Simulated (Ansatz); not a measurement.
All numbers below come from DFT PBE, scalar-relativistic, plane waves, PAW in Ansatz. Each cell gets a short relaxation within its symmetry: 420 eV, a coarse mesh through Γ, smearing of 0.15 eV, at most 16 steps to 0.08 eV/Å and 0.8 GPa. No spin polarisation. Energies are free energies per atom, good to about 0.1 eV/atom between metallic cells, end volumes are rough, and groups of ends are read at 0.1 Å.

Two unrelaxed guesses for Bi2Te2O3:

A.

```
CELL_PARAMETERS angstrom
2.66491 1.53859 7.87851
-2.66491 1.53859 7.87851
0.00000 -3.07718 7.87851
ATOMIC_POSITIONS crystal
Bi 0.77678 0.77678 0.77678
Bi 0.22322 0.22322 0.22322
Te 0.06981 0.06981 0.06981
Te 0.93019 0.93019 0.93019
O 0.00000 0.00000 0.00000
O 0.45877 0.45877 0.45877
O 0.54123 0.54123 0.54123
```

B.

```
CELL_PARAMETERS angstrom
-1.97500 1.97500 9.70000
1.97500 -1.97500 9.70000
1.97500 1.97500 -9.70000
ATOMIC_POSITIONS crystal
Bi 0.68500 0.68500 0.00000
Bi 0.31500 0.31500 0.00000
Te 0.90000 0.90000 0.00000
Te 0.10000 0.10000 0.00000
O 0.25000 0.75000 0.50000
O 0.75000 0.25000 0.50000
O 0.00000 0.00000 0.00000
```

Question: Which is lower as given, and which after relaxing?

Answer: As given, B is lower by 1.26 eV/atom. Relaxed, B is lower by 0.37 eV/atom, so the order holds. A goes from R-3m at 27.7 Å³/atom to R-3m at 25.8 Å³/atom and gains 0.94 eV/atom. B goes from I4/mmm at 21.6 Å³/atom to I4/mmm at 23.6 Å³/atom and gains 0.05 eV/atom. The closest pair in A goes from Te–O at 1.65 Å to O–O at 1.43 Å. The closest pair in B goes from Te–O at 1.94 Å to Te–O at 1.98 Å. At the end: counting O or Te atoms around Bi (for each partner element, those within 1.25 times its shortest distance or 1.15 times the sum of covalent radii, where it is the nearest in units of that sum or under 1.3; a plus sign parts groups by distance over the sum of covalent radii), A has Bi 3+3 and B has Bi 8+1. A holds O–O pairs (shortest 1.43 Å, as in peroxide); in B the shortest O–O distance is 2.92 Å. The lowest end among all the guesses of this search lies 0.17 eV/atom under the better of the two.

Spin–orbit coupling, which can matter for Bi and Te, is left out.
